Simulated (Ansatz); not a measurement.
# SrLi2SnS4 — 119Sn Mössbauer parameters

Cell: a diffraction structure from the COD, its atoms then relaxed with PBE in this cell.

```
Li Sr Sn S
1.0
    -3.32950    3.32950    3.95900
     3.32950   -3.32950    3.95900
     3.32950    3.32950   -3.95900
Li Sr Sn S
2 1 1 4
Direct
  0.25000 0.75000 0.50000
  0.75000 0.25000 0.50000
  0.50000 0.50000 0.00000
  0.00000 0.00000 0.00000
  0.03490 0.03490 0.41878
  0.96510 0.38388 0.00000
  0.61612 0.61612 0.58122
  0.38388 0.96510 0.00000
```

Atom numbers follow the list; atoms alike are taken as one site, whose name carries the number of the first.

Method: Kohn–Sham DFT in Ansatz, r2SCAN, plane waves and PAW, scalar-relativistic, 500 eV cutoff, Γ-centred 6×6×6 k-points, Fermi–Dirac smearing 0.02 eV.

Isomer shifts (against SnO₂) follow from the electron density at the nucleus, δ = α(ρ − ρ₀), with α = 0.093 mm s⁻¹ a₀³ and ρ₀ = 183072.84 a₀⁻³ from a line fitted to 8 measured compounds at this level of theory (rms miss 0.14 mm/s). ΔE_Q = ½eQV_zz(1 + η²/3)^½ with Q = -0.132 b for the 23.9 keV state.

Q: Where do the absorption lines lie?

A: Sn (1 atom a cell): δ = 1.29, |ΔE_Q| = 0.02 mm/s, a doublet too narrow to resolve, seen as one line at 1.29 mm/s.

The largest force is 0.3 eV/Å, so the atoms aren't at the calculated equilibrium and relaxing them would move these values. Without spin–orbit coupling (the program notes it for Sn) the gradients are little affected as a rule: paired runs on crystals with a gap mostly move them by under 2 % at such atoms. With these PAW files V_zz is typically within 2 to 3 % of all-electron values, but misses above 10 % occur on Sn.
